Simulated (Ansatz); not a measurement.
**Is this Be6S structure a true minimum?**

The cell was found from a proposed guess, not taken from experiment.

Method: DFT PBE, scalar-relativistic, plane waves, PAW (Ansatz). Settings: cutoff 420 eV, Γ-centred mesh 10×10×6 on the computed 7-atom cell, Gaussian smearing of 0.10 eV; no spin polarisation.

The cell below (7 atoms, space group P4/mmm (No. 123)) is relaxed within its symmetry.

```xyz
7
Lattice="3.2480 0.0000 0.0000 0.0000 3.2480 0.0000 0.0000 0.0000 6.4495" Properties=species:S:1:pos:R:3 pbc="T T T"
Be    0.0000    1.6240    4.7077
Be    1.6240    0.0000    4.7077
Be    0.0000    1.6240    1.7418
Be    1.6240    0.0000    1.7418
Be    0.0000    0.0000    3.2248
Be    1.6240    1.6240    3.2248
S     0.0000    0.0000    0.0000
```

For the test it was strained at random (σ = 1.5 % a component), the atoms were moved at random (σ = 0.10 Å), and all was relaxed again on a coarse 6×6×4 mesh (in the run’s order of axes) with 0.20 eV smearing, with no symmetry imposed.

Q: Is the structure stable against such a distortion?

A: It doesn't return. The energy falls by 86 meV/atom on that mesh, the volume changes by 5.1 %, and the end has space group C222 (No. 21) at a loose tolerance. Relaxed again on a 10×10×10 mesh with 0.10 eV smearing, the new structure lies 85 meV/atom below the first (mesh in the axes of the run's cell; the cell below is made exact in the group named). Space group C222 (No. 21), orthorhombic, a = 3.346 Å, b = 12.713 Å, c = 3.347 Å. Be on a site of symmetry 1 is surrounded by 1 S at 2.09 Å and 8 Be at 2.18–2.43 Å; Be on a site of symmetry 2 is surrounded by 8 Be at 2.18–2.22 Å and 4 Be at 2.36–2.38 Å; around S lie 4 Be at 2.09 Å.

Space group C222 (No. 21). a = 3.346 Å, b = 12.713 Å, c = 3.347 Å, α = 90.00°, β = 90.00°, γ = 90.00°
| atom | site | symmetry | x | y | z |
| --- | --- | --- | --- | --- | --- |
| Be | 8l | 1 | 0.2574 | 0.8625 | 0.7444 |
| Be | 4k | ..2 | 0.7500 | 0.7500 | 0.7519 |
| S | 2c | 222 | 0.5000 | 0.0000 | 0.5000 |
